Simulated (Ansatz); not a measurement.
Method: HSE06, collinear spin; PAW, plane waves to 420 eV, 3×3×3 Γ-centred mesh, fermi-dirac occupations (width 0.1 eV) (Ansatz 0.2.0), atoms fixed.

Computed maps in the lattice plane spanned by b (left to right, 3.94 Å, 12 points from zero) and c (bottom to top, 3.94 Å, 12 points from zero), 90° apart, at height 0.000 along a. The fields are smooth PAW ones with compensation charges, not the true ones near nuclei.

Valence density. Digits on a logarithmic scale: 0 up to 0.03 e/Å³, each further digit a factor of 1.6, 9 from 1.3 e/Å³ up:
```
999689998699
996568986569
765445654456
986433333468
998532123589
999631113699
998532123589
986433333468
765445654456
996568986569
999689998699
999799999799
```

Spin density. Ten even steps from '0' (-0.29 e/Å³) to '9' (7.18 e/Å³):
```
430000000003
000000000000
000000000000
000000000000
000000000000
000000000000
000000000000
000000000000
000000000000
000000000000
430000000003
940000000004
```

Question: The cell is BaMnO₃. Which atoms lie within 0.2 Å of this plane, and where (fractions of b and c)?

Answer: Mn at (0.00, 0.00), O at (0.50, 0.00), O at (0.00, 0.50). The whole cell:
```
Ba Mn O
1.0
     3.93928    0.00000    0.00000
     0.00000    3.93928    0.00000
     0.00000    0.00000    3.93928
Ba Mn O
1 1 3
Direct
  0.50000 0.50000 0.50000
  0.00000 0.00000 0.00000
  0.50000 0.00000 0.00000
  0.00000 0.50000 0.00000
  0.00000 0.00000 0.50000
```

Magnetic state (reached from a saved solution, and it need not be the lowest): Mn2 up.

Origin: a known structure type with other elements, at an estimated volume, so it need not be a known compound. Caveats: hybrid functional on a coarse k mesh.
